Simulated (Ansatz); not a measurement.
Ni:
```yaml
crystal:
  lattice:
    - [0.00000, 2.54965, 2.54965]
    - [2.54965, 0.00000, 2.54965]
    - [2.54965, 2.54965, 0.00000]
  atoms:
    - { symbol: Ni, position: [0.00000, 0.00000, 0.00000], spin: 0.8 }
    - { symbol: Ni, position: [0.25000, 0.25000, 0.25000], spin: 0.8 }
```

Relaxed with PBE.

Q: Which orbitals make up the states near the Fermi level in plane-wave PAW PBE (Ansatz code)?

A: Within 0.5 eV of the Fermi level: Ni 3d 89 %, Ni 4s 9 %. Projections are on Löwdin-orthogonalised atomic valence shells; empty p or d shells of many metals are not among them.

Q: Tabulate the density of states.

A: States/eV per cell of 2 atoms, in 0.25 eV bins, energy from the Fermi level.

```tsv
E (eV)	total	Ni 3d	Ni 4s
-6.75	0.00	0.00	0.00
-6.50	0.07	0.00	0.07
-6.25	0.13	0.00	0.13
-6.00	0.18	0.00	0.17
-5.75	0.22	0.00	0.21
-5.50	0.25	0.00	0.25
-5.25	0.29	0.01	0.28
-5.00	0.33	0.02	0.31
-4.75	0.38	0.03	0.35
-4.50	0.45	0.05	0.39
-4.25	0.54	0.09	0.44
-4.00	0.72	0.20	0.51
-3.75	2.97	2.32	0.61
-3.50	3.71	3.24	0.44
-3.25	5.37	4.75	0.58
-3.00	8.19	7.61	0.48
-2.75	5.65	5.34	0.24
-2.50	7.15	6.55	0.50
-2.25	7.95	7.56	0.26
-2.00	5.47	5.02	0.30
-1.75	5.08	4.73	0.20
-1.50	4.54	4.12	0.22
-1.25	2.53	2.24	0.16
-1.00	5.00	4.77	0.14
-0.75	7.08	6.86	0.13
-0.50	2.05	1.80	0.18
-0.25	2.01	1.69	0.24
0.00	3.52	3.22	0.21
0.25	4.53	4.22	0.24
0.50	0.94	0.55	0.32
0.75	0.67	0.29	0.30
1.00	0.72	0.30	0.33
1.25	0.90	0.33	0.44
1.50	0.76	0.22	0.41
1.75	0.70	0.19	0.39
2.00	0.59	0.13	0.32
2.25	0.60	0.11	0.29
2.50	0.68	0.11	0.27
2.75	0.70	0.10	0.26
3.00	0.69	0.09	0.24
3.25	0.71	0.08	0.23
3.50	0.72	0.07	0.21
3.75	0.75	0.06	0.20
4.00	0.79	0.06	0.19
4.25	0.85	0.05	0.17
4.50	0.91	0.05	0.16
4.75	0.88	0.05	0.14
```

Space group Fd-3m (diamond). The start of the workflow was typed in or built on a structure type; neither database checked (COD, Materials Project) lists it. It is not the phase usual at ambient conditions (space group No. 225). Symmetry was held in the PBE relaxation; whether a distortion lowers the energy is not shown. Magnetic state: ferromagnetic, chosen from 4 collinear starts compared on coarse meshes (ties went to the first, and starts can fall back to one state), not a proven ground state.

Potentials: the later of the program's two PAW sets.
